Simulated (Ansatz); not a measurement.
Rh (fcc (Cu type)), relaxed with PBE (Ansatz, a program for electronic structure, plane waves, PAW): a = 3.8301 Å, b = 3.8301 Å, c = 3.8301 Å, α = 90.00°, β = 90.00°, γ = 90.00°.

### Question
The same phase is relaxed and computed with r²SCAN in the same code. What is the cell now?

### Answer
a = b = c = 3.800 Å, α = β = γ = 90.00°.

All cells were relaxed under the symmetry of their starts (and spin orders); stability against distortions was not tested throughout. Rows with no word on spin ran without spin polarisation. Spin–orbit coupling is left out wherever it is not named.

Potentials: the earlier of the program's two PAW sets.

Ansatz is a plane-wave DFT program.
